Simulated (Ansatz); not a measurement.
GaSb in space group Immm (No. 71; Ga on 2a, Sb on 2c) under volume change, DFT-PBEsol in the program Ansatz with PAW potentials, shape and atoms relaxed at each volume.

| V (Å³/atom) | E − E(relaxed) (meV/atom) | P (GPa) |
|---|---|---|
| 20.672 | 42.9 | 7.39 |
| 21.354 | 17.9 | 4.47 |
| 22.035 | 4.2 | 2.04 |
| 22.717 | 0.0 | 0.00 |
| 23.398 | 3.8 | -1.72 |
| 24.080 | 14.3 | -3.18 |
| 24.761 | 30.4 | -4.40 |

Task: What does a third-order Birch–Murnaghan fit give for V₀, B₀ and B′?

Result: V₀ = 22.71 Å³/atom, B₀ = 62.5 GPa, B′ = 4.8.

The first step of the workflow began from a Materials Project structure, measured or hypothetical; the Crystallography Open Database copy checked does not list it. It is not the phase usual at ambient conditions (space group No. 216). The cell was relaxed with PBEsol under the symmetry of its start; of distortions, only those at the zone centre were tested, and some modes there are weakly imaginary. Scalar-relativistic: spin–orbit coupling is off unless named, which matters more the heavier the elements.

Potentials: the earlier of the program's two PAW sets.
